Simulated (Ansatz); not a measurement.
SiC (rock salt, space group No. 225), the program Ansatz at the r²SCAN level (PAW), all energies at zero smearing, with the estimated change up to a 700 eV cutoff added, with one set of potentials and settings (totals compare only within such a set). Cell of 2 atoms (1 C, 1 Si): -889.688 eV.

```csv
element,reference phase,E (eV/atom)
C,"P6_3/mmc, 4 atoms in the cell",-251.6711
Si,"Fd-3m, 2 atoms in the cell",-639.0667
```

Formation energy per atom, worked out: (-889.688 − 1×(-251.6711) − 1×(-639.0667))/2 = 0.525 eV/atom (51 kJ per mol of atoms), at 0 K, without zero-point energy or fitted corrections.

Space group Fm-3m (rock salt). This is a known high-pressure phase of the composition, computed here at zero pressure and temperature. The r²SCAN relaxation kept the symmetry of its start; its stability against distortions is not shown here. Its formation energy is positive at this level, so the cell may be metastable or incomplete. The references are the lowest solids computed at this level, not always the standard phases.

Potentials: the later of the program's two PAW sets.
